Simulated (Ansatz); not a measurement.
V3Ga:
```xyz
8
Lattice="4.7583 0.0000 0.0000 0.0000 4.7583 0.0000 0.0000 0.0000 4.7583" Properties=species:S:1:pos:R:3 pbc="T T T"
V      2.3791     1.1896     0.0000
V      2.3791     3.5687     0.0000
V      1.1896     0.0000     2.3791
V      3.5687     0.0000     2.3791
V      0.0000     2.3791     1.1896
V      0.0000     2.3791     3.5687
Ga     2.3791     2.3791     2.3791
Ga     0.0000     0.0000     0.0000
```
The run is spin-polarised; directions of the spins, atom by atom: ↑ ↑ ↑ ↑ ↑ ↑ 0 0.

This is the r²SCAN-relaxed structure.

Task: All from r²SCAN in the plane-wave PAW code Ansatz, unless another level is named. Predict the density of states at the Fermi level.

Result: 1.3 states/eV per atom (mean over ±0.08 eV).

Task: What about the formation energy from the elements (no fitted shifts)?

Result: -0.23 eV/atom.

Space group Pm-3n (A15 (Cr3Si type)). The workflow started from a Materials Project entry (that database holds measured and hypothetical structures alike); the Crystallography Open Database copy checked does not list it. Its standing as an ambient phase is unchecked. The r²SCAN relaxation kept the symmetry of its start; whether a distortion lowers the energy is not shown. Spin order of the final state: ferromagnetic, chosen from 2 collinear starts compared on coarse meshes (ties went to the first, and starts can fall back to one state), not a proven ground state. Other orbital occupations within this spin state were not tried. The references are the lowest solids computed at this level, not always the standard phases. Spin–orbit coupling is left out wherever it is not named.

Potentials: the later of the program's two PAW sets.
